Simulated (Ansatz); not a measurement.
# Surface calculation: hcp Hf (0001), 6 layers

The slab is cut from the hcp crystal, the stable phase, as relaxed on PAW files (21.61 Å³/atom), with 16 Å of vacuum and a dipole correction:

```
Hf
1.0
     3.15845    0.00000    0.00000
    -1.57923    2.73530    0.00000
     0.00000    0.00000   28.50450
Hf
6
Direct
  0.83333 0.16667 0.28066
  0.16667 0.83333 0.36839
  0.83333 0.16667 0.45613
  0.16667 0.83333 0.54387
  0.83333 0.16667 0.63161
  0.16667 0.83333 0.71934
```

Computed with Ansatz 0.2.0; functional PBEsol, scalar-relativistic. Settings: a Γ-centred 12×12×1 k mesh, Fermi–Dirac smearing of 0.08 eV, no spin polarisation. Methods: LAPW: all electrons, basis error target 1 meV/atom; PAW: frozen-core files, cutoff 420 eV.

The bulk energy comes from a cell in the slab's orientation on a 12×12×7 mesh. The surface energy is (E(slab) − N·E(bulk))/2A at zero smearing, the mean of both faces; thin slabs carry quantum-size effects.

Spin–orbit coupling is left out, which matters for the heavy atoms. The PAW files were made under PBE.

Q: As cut, the LAPW slab lies 2.179 eV above 6 atoms of bulk. What surface energy is that?

A: Over two faces of 8.64 Å² it is 126.1 meV/Å², and times 16.02 J/m² per eV/Å² that gives γ = 2.021 J/m².

Q: What do relaxation and the other method give, and what work function comes out?

A: 

```
method  γ as cut (J/m²)  γ relaxed (J/m²)  Φ as cut (eV)  Φ relaxed (eV)
  LAPW            2.021             1.905           4.47            4.43
   PAW            2.021             1.904           4.47            4.43
```

Q: How do the spacings between the planes relax?

A: From the bottom face up: d12 -6.1 % of 2.501 Å, d23 +2.9 % of 2.501 Å, d34 -1.4 % of 2.501 Å, d45 +2.9 % of 2.501 Å, d56 -6.1 % of 2.501 Å.

Q: A field of 0.1 V/Å is applied along the normal, atoms held. What follows?

A: LAPW finds an induced dipole of 0.0809 e·Å a cell (PAW 0.0809), that is 16.94 Å for 4πα over the area, against 12.31 Å between the outer atoms.

Q: A 4f core hole is made on one atom of each kind in every 1×1 cell (PAW hole dataset, neutral cell, valence without spin). What does it cost by layer?

A: layer 1 15.48 eV, layer 2 15.20 eV, layer 3 15.26 eV. Shifts between layers mean more than the absolute values, and a whole layer of holes screens otherwise than one hole.

Q: In the relaxed 1×1 cell, replace the outer, then the middle Hf by Ta, which changes a whole layer. What shift does this Z+1 picture give?

A: E(outer) − E(middle) = +0.22 eV by LAPW and +0.22 eV by PAW; a positive value puts the surface line at higher binding energy.
